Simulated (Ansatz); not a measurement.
Input, command and steps of an Ansatz relaxation.

```yaml
crystal:
  lattice:
    - [-5.27698146, -5.27698146, 0.0]
    - [0.0, 5.27698146, 5.27698146]
    - [-5.27698146, 5.27698146, -5.27698146]
  atoms:
    - { symbol: Be, position: [0.1627719881, 0.3324627638, 0.3289781626] }
    - { symbol: S, position: [0.3370891738, 0.1702411757, 0.9168561151] }
    - { symbol: S, position: [0.8356903823, 0.1627306074, 0.9191321745] }
    - { symbol: S, position: [0.6675500949, 0.337037208, 0.5821783423] }
    - { symbol: S, position: [0.1707051502, 0.3382873543, 0.5788505492] }
    - { symbol: S, position: [0.5023982939, 0.498395385, 0.245808803] }
    - { symbol: S, position: [0.006269903, 0.5049901584, 0.2487300391] }
    - { symbol: S, position: [0.3366328491, 0.6680134468, 0.9160038661] }
    - { symbol: S, position: [0.8318807981, 0.6632059314, 0.9187418827] }
    - { symbol: S, position: [0.669612346, 0.8386607315, 0.5832779969] }
    - { symbol: S, position: [0.166054476, 0.8281311814, 0.5828619789] }
    - { symbol: S, position: [0.4976683703, 0.9971087426, 0.2452659093] }
    - { symbol: S, position: [0.9990557416, 0.0001588612, 0.2514901432] }
    - { symbol: Zn, position: [0.5003703429, 0.004490529, 0.0028272005] }
    - { symbol: Zn, position: [0.9974446729, 0.9967291398, 0.9989322959] }
    - { symbol: Zn, position: [0.83124056, 0.1625033132, 0.6636115744] }
    - { symbol: Zn, position: [0.3301865535, 0.164834584, 0.6687074573] }
    - { symbol: Zn, position: [0.5021906372, 0.4992078389, 0.9959838412] }
    - { symbol: Zn, position: [0.0092030978, 0.5030979256, 0.0016078318] }
    - { symbol: Zn, position: [0.8338547818, 0.6673446753, 0.6666414805] }
    - { symbol: Zn, position: [0.3338341721, 0.6667018986, 0.6696950441] }
    - { symbol: Zn, position: [0.6656220447, 0.8322114012, 0.3315848083] }
    - { symbol: Cd, position: [0.6680643434, 0.3348664347, 0.33526202] }
    - { symbol: Cd, position: [0.1631875718, 0.8316764717, 0.3376613642] }
  symmetry: { detect: false }
basis:
  ecutwfc: 420
kpoints:
  mp_grid: { grid: [2, 2, 2], shift: [0.5, 0.5, 0.5] }
hamiltonian:
  xc: pbe
scf:
  occupations: { method: gaussian, width: 0.1 }
  lower_state_search: "off"
output:
  forces: true
  stress: true
  eigenvalues: true
relax:
  adjacent_minimum: "off"
  f_tol: 0.04
  max_steps: 50
  cell: { stress_tol: 0.3 }
```

```bash
ansatz run input.yaml --threads 4 --pin off --max-ram 9216MiB --backend cpu --events-out ev --progress --plain --runs-dir out
```

All numbers below come from Ansatz, DFT PBE, scalar-relativistic, plane waves, PAW.

Of 5 frames 5 are shown, positions in Å and forces in eV/Å; the SCF threshold varies from step to step. Steps run on the plane waves of an earlier cell, with a Pulay correction in the pressure. The basis is chosen afresh for the last frame, the zero of the energies, and can be on the way; energy and pressure step there, also at an unchanged geometry.

```xyz
24
Lattice="-5.2770 -5.2770 0.0000 0.0000 5.2770 5.2770 -5.2770 5.2770 -5.2770" Properties=species:S:1:pos:R:3:forces:R:3 pbc="T T T" step=1 free_energy_over_end_meV_per_atom=144.81 pressure_GPa=11.56
Be   -2.5950    2.6315    0.0184   -0.1350   -0.0250    0.0730
S    -6.6170    3.9578   -3.9399    0.3830   -0.0070   -0.3110
S    -9.2602    1.2990   -3.9915    0.2870    0.1510    0.5760
S    -6.5948    1.3280   -1.2936   -1.4480    1.4430   -1.8250
S    -3.9554    3.9389   -1.2694    0.9740   -0.8410    0.5130
S    -3.9483    1.2760    1.3329    2.1790    2.3420    0.4750
S    -1.3456    3.9443    1.3523   -0.3840   -3.4180   -1.4790
S    -6.6101    6.5824   -1.3086   -0.1750    0.0710    0.1060
S    -9.2380    3.9581   -1.3485   -0.2280   -0.3850    0.2110
S    -6.6115    3.9700    1.3477    0.3770   -0.3400   -0.3620
S    -3.9520    6.5695    1.2943   -1.8240    1.8590   -1.4030
S    -3.9205    3.9298    3.9675   -0.4650   -1.7730   -0.1840
S    -6.5991   -3.9441   -1.3263    0.4180    1.9670    2.3070
Zn   -2.6554   -2.6018    0.0088    0.1750   -0.5000    0.1680
Zn  -10.5348    5.2676   -0.0116   -0.3010   -0.0660   -0.0580
Zn   -7.8883   -0.0270   -2.6443   -0.5100    0.4160    0.3210
Zn   -5.2711    2.6562   -2.6589    0.0980   -0.1620    0.1450
Zn   -7.9058    5.2400   -2.6215   -0.0110    0.3580   -0.0070
Zn   -0.0570    2.6148    2.6464    0.3980   -0.1150   -0.1120
Zn   -7.9181    2.6392    0.0037   -0.0960    0.2030   -0.0520
Zn   -5.2956    5.2905   -0.0158   -0.0100   -0.1840    0.1210
Zn   -5.2622    2.6289    2.6418    0.1690    0.0870   -0.0140
Cd   -5.2945    0.0109   -0.0021    0.2300   -0.8220    0.0200
Cd   -2.6430    5.3094    2.6069   -0.1000   -0.2590    0.7690
24
Lattice="-5.3944 -5.3718 0.0151 -0.0122 5.3689 5.3919 -5.4145 5.4070 -5.4179" Properties=species:S:1:pos:R:3:forces:R:3 pbc="T T T" step=2 free_energy_over_end_meV_per_atom=17.97 pressure_GPa=3.40
Be   -2.7058    2.6853   -0.0049    0.0760   -0.0200    0.1760
S    -6.7739    4.0723   -4.0539    0.1520    0.0860   -0.1680
S    -9.4631    1.3388   -4.0505    0.2070   -0.0260    0.3310
S    -6.8270    1.4386   -1.4043   -0.2400    0.2460   -0.4260
S    -4.0070    3.9809   -1.2806    0.4560   -0.4020    0.2490
S    -3.9348    1.4379    1.3721    0.4280    0.5960   -0.3030
S    -1.4184    3.8376    1.3081   -0.3170   -0.6030   -0.5870
S    -6.7640    6.7096   -1.3462   -0.0820   -0.0490    0.0990
S    -9.4945    4.0784   -1.3948   -0.2170   -0.0250   -0.0350
S    -6.7712    4.0449    1.3590    0.2070   -0.2040   -0.1900
S    -4.1345    6.7924    1.2561   -0.3440    0.4170   -0.1910
S    -4.0223    3.8954    4.0743   -0.1610   -0.1820   -0.1030
S    -6.7433   -3.9024   -1.2243   -0.2670    0.3950    0.4780
Zn   -2.6857   -2.7065    0.0458    0.1340   -0.2700    0.1050
Zn  -10.8029    5.4160   -0.0067   -0.2270   -0.0100   -0.0530
Zn   -8.0978   -0.0307   -2.7053   -0.2520    0.2050    0.1780
Zn   -5.4108    2.7670   -2.7225    0.0550   -0.1150    0.1210
Zn   -8.1076    5.3876   -2.7037   -0.0310    0.1910   -0.0520
Zn   -0.0440    2.6230    2.7094    0.2090   -0.0070   -0.0710
Zn   -8.1437    2.7513   -0.0297   -0.0150    0.0720    0.0150
Zn   -5.4230    5.3721   -0.0429    0.0260   -0.1300    0.1020
Zn   -5.4093    2.6801    2.7002    0.0230    0.0240   -0.0340
Cd   -5.4212    0.0377    0.0053    0.0600   -0.1540    0.1580
Cd   -2.7119    5.4148    2.6597    0.1200   -0.0330    0.2040
24
Lattice="-5.4895 -5.5042 -0.0050 0.0059 5.5033 5.4871 -5.4895 5.4992 -5.4889" Properties=species:S:1:pos:R:3:forces:R:3 pbc="T T T" step=3 free_energy_over_end_meV_per_atom=1.62 pressure_GPa=-0.75
Be   -2.7313    2.7415    0.0115    0.0110   -0.0130    0.0120
S    -6.8608    4.1438   -4.1179    0.0090    0.0230    0.0330
S    -9.5861    1.2923   -4.0715   -0.0300    0.0260   -0.0360
S    -6.9606    1.4800   -1.4619    0.0080   -0.0050    0.0280
S    -3.9998    4.0023   -1.2578    0.0380   -0.0180    0.0440
S    -3.9729    1.5424    1.3363    0.0170   -0.0170   -0.0190
S    -1.4571    3.8775    1.2836   -0.0300   -0.0050   -0.0280
S    -6.8256    6.7989   -1.3490   -0.0320    0.0130   -0.0350
S    -9.6934    4.1952   -1.4595    0.0330    0.0050    0.0160
S    -6.8578    4.0961    1.3649   -0.0010    0.0070   -0.0080
S    -4.1998    6.9807    1.2777    0.0270    0.0000   -0.0040
S    -4.0692    3.9381    4.1644   -0.0190   -0.0050   -0.0260
S    -6.8982   -3.9665   -1.2325   -0.0210    0.0010    0.0110
Zn   -2.6892   -2.8486    0.0724    0.0320   -0.0210   -0.0070
Zn  -11.0024    5.5513   -0.0028   -0.0200   -0.0290    0.0290
Zn   -8.2299   -0.0790   -2.7080    0.0160    0.0340   -0.0180
Zn   -5.4683    2.8151   -2.7212   -0.0580   -0.0280   -0.0630
Zn   -8.2381    5.5433   -2.7799    0.0510   -0.0060    0.0090
Zn   -0.0224    2.6830    2.7292    0.0290   -0.0440    0.0400
Zn   -8.2980    2.8452   -0.0665   -0.0270   -0.0040   -0.0240
Zn   -5.4451    5.4338   -0.0065   -0.0320    0.0200    0.0330
Zn   -5.4813    2.7362    2.7480    0.0100    0.0700    0.0160
Cd   -5.5025    0.0231    0.0115    0.0220   -0.0080   -0.0310
Cd   -2.7276    5.5161    2.7324   -0.0340    0.0020    0.0290
24
Lattice="-5.4666 -5.4706 0.0053 -0.0059 5.4711 5.4673 -5.4697 5.4791 -5.4694" Properties=species:S:1:pos:R:3:forces:R:3 pbc="T T T" step=4 free_energy_over_end_meV_per_atom=0.85 pressure_GPa=0.03
Be   -2.7256    2.7249    0.0166   -0.0050   -0.0010   -0.0050
S    -6.8366    4.1328   -4.0950   -0.0020    0.0000   -0.0080
S    -9.5528    1.3037   -4.0559    0.0030   -0.0040    0.0030
S    -6.9361    1.4788   -1.4428   -0.0020    0.0020   -0.0090
S    -3.9865    3.9833   -1.2447   -0.0140    0.0030   -0.0140
S    -3.9617    1.5335    1.3357   -0.0050    0.0030    0.0080
S    -1.4589    3.8543    1.2822    0.0110    0.0110    0.0080
S    -6.8043    6.7738   -1.3443    0.0030    0.0010    0.0040
S    -9.6570    4.1910   -1.4432   -0.0040   -0.0060    0.0020
S    -6.8471    4.0860    1.3669    0.0050   -0.0060    0.0020
S    -4.1906    6.9497    1.2723   -0.0090    0.0030    0.0010
S    -4.0619    3.9135    4.1501   -0.0030    0.0060    0.0030
S    -6.8727   -3.9366   -1.2146    0.0070   -0.0010   -0.0050
Zn   -2.6693   -2.8356    0.0722    0.0000    0.0000    0.0000
Zn  -10.9784    5.5272    0.0099   -0.0050    0.0040   -0.0060
Zn   -8.2053   -0.0623   -2.6915   -0.0060    0.0000    0.0170
Zn   -5.4580    2.7996   -2.7165    0.0150   -0.0040    0.0160
Zn   -8.2042    5.5258   -2.7652   -0.0090    0.0060   -0.0050
Zn   -0.0173    2.6652    2.7260    0.0020    0.0080   -0.0040
Zn   -8.2774    2.8397   -0.0625   -0.0050   -0.0010   -0.0100
Zn   -5.4387    5.4097    0.0016    0.0180   -0.0070   -0.0010
Zn   -5.4745    2.7328    2.7403    0.0040    0.0040    0.0000
Cd   -5.4815    0.0181    0.0153    0.0050   -0.0120   -0.0060
Cd   -2.7300    5.4897    2.7249   -0.0060   -0.0100    0.0070
24
Lattice="-5.4666 -5.4706 0.0053 -0.0059 5.4711 5.4673 -5.4697 5.4791 -5.4694" Properties=species:S:1:pos:R:3:forces:R:3 pbc="T T T" step=5 free_energy_over_end_meV_per_atom=0.00 pressure_GPa=0.02
Be   -2.7256    2.7249    0.0166   -0.0050   -0.0010   -0.0050
S    -6.8366    4.1328   -4.0950   -0.0020    0.0000   -0.0080
S    -9.5528    1.3037   -4.0559    0.0030   -0.0040    0.0030
S    -6.9361    1.4788   -1.4428   -0.0020    0.0030   -0.0090
S    -3.9865    3.9833   -1.2447   -0.0140    0.0040   -0.0150
S    -3.9617    1.5335    1.3357   -0.0050    0.0020    0.0090
S    -1.4589    3.8543    1.2822    0.0120    0.0110    0.0090
S    -6.8043    6.7738   -1.3443    0.0030    0.0010    0.0040
S    -9.6570    4.1910   -1.4432   -0.0030   -0.0060    0.0020
S    -6.8471    4.0860    1.3669    0.0050   -0.0060    0.0030
S    -4.1906    6.9497    1.2723   -0.0100    0.0030    0.0000
S    -4.0619    3.9135    4.1501   -0.0030    0.0050    0.0030
S    -6.8727   -3.9366   -1.2146    0.0080   -0.0010   -0.0050
Zn   -2.6693   -2.8356    0.0722    0.0000    0.0000    0.0000
Zn  -10.9784    5.5272    0.0099   -0.0050    0.0040   -0.0060
Zn   -8.2053   -0.0623   -2.6915   -0.0060    0.0000    0.0170
Zn   -5.4580    2.7996   -2.7165    0.0140   -0.0030    0.0150
Zn   -8.2042    5.5258   -2.7652   -0.0090    0.0060   -0.0050
Zn   -0.0173    2.6652    2.7260    0.0020    0.0070   -0.0030
Zn   -8.2774    2.8397   -0.0625   -0.0050   -0.0010   -0.0100
Zn   -5.4387    5.4097    0.0016    0.0180   -0.0070   -0.0010
Zn   -5.4745    2.7328    2.7403    0.0040    0.0040    0.0000
Cd   -5.4815    0.0181    0.0153    0.0050   -0.0120   -0.0060
Cd   -2.7300    5.4897    2.7249   -0.0050   -0.0100    0.0070
```

The run took 68 s on 4 threads of Arm Neoverse V1, on a shared host, peak memory 1.5 GiB.

The k mesh is coarse.